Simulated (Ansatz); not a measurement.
Several occupations of a rock salt lattice at one composition, 2 Sc, 6 V, 1 Nb, 3 Al; 12 N. Sites, in fractions of the cell -4.187 -4.187 0.000; 0.000 4.187 4.187; -4.187 4.187 -4.187 Å:

| cell | sites |
| --- | --- |
| all | N (0.00 0.00 0.50), N (0.00 0.50 0.50), N (0.17 0.33 0.83), N (0.17 0.83 0.83), N (0.33 0.17 0.17), N (0.33 0.67 0.17), N (0.50 0.00 0.50), N (0.50 0.50 0.50), N (0.67 0.33 0.83), N (0.67 0.83 0.83), N (0.83 0.17 0.17), N (0.83 0.67 0.17), V (0.00 0.50 0.00) |
| 1 | Al (0.17 0.83 0.33), Al (0.33 0.67 0.67), Al (0.50 0.00 0.00), Nb (0.67 0.83 0.33), Sc (0.00 0.00 0.00), Sc (0.50 0.50 0.00), V (0.17 0.33 0.33), V (0.33 0.17 0.67), V (0.67 0.33 0.33), V (0.83 0.17 0.67), V (0.83 0.67 0.67) |
| 2 | Al (0.33 0.17 0.67), Al (0.50 0.50 0.00), Al (0.67 0.83 0.33), Nb (0.83 0.67 0.67), Sc (0.33 0.67 0.67), Sc (0.83 0.17 0.67), V (0.00 0.00 0.00), V (0.17 0.33 0.33), V (0.17 0.83 0.33), V (0.50 0.00 0.00), V (0.67 0.33 0.33) |
| 3 | Al (0.17 0.33 0.33), Al (0.33 0.67 0.67), Al (0.67 0.33 0.33), Nb (0.50 0.00 0.00), Sc (0.83 0.17 0.67), Sc (0.83 0.67 0.67), V (0.00 0.00 0.00), V (0.17 0.83 0.33), V (0.33 0.17 0.67), V (0.50 0.50 0.00), V (0.67 0.83 0.33) |

Each was relaxed without symmetry on coarser meshes and computed once more. Method: Ansatz 0.2.0, DFT PBE, scalar-relativistic, plane waves, PAW.

Plane waves to 420 eV, a k mesh through Γ of 7×7×5 on the computed 24-atom cell and Gaussian smearing (0.10 eV); no spin polarisation.

Warren–Cowley parameters of the first shell of the sublattice with most elements (negative: unlike neighbours preferred):
```tsv
cell	Al-V	Sc-V	Nb-V	Al-Sc	Al-Nb	Nb-Sc
1	-0.11	0.00	0.00	0.00	-0.33	0.00
2	-0.17	0.25	0.33	-0.17	-0.33	-1.00
3	-0.17	0.00	-0.50	-0.17	0.33	0.50
```

Forces of up to 0.06 eV/Å remain on the final mesh.

Which occupation is lowest in energy, and by how much?

Cells 1, 2 are lowest, within 8 meV/atom of each other and so too close to rank here.
```
cell E − E(lowest) (meV/atom) V (Å³/atom)
   1                       0.0         9.30
   2                       7.6         9.31
   3                      14.4         9.32
```

Cost: 6 runs of about 22 core-minutes in all (earlier runs that led there not counted), on Intel Xeon 6975P-C (Granite Rapids) (shared hosts).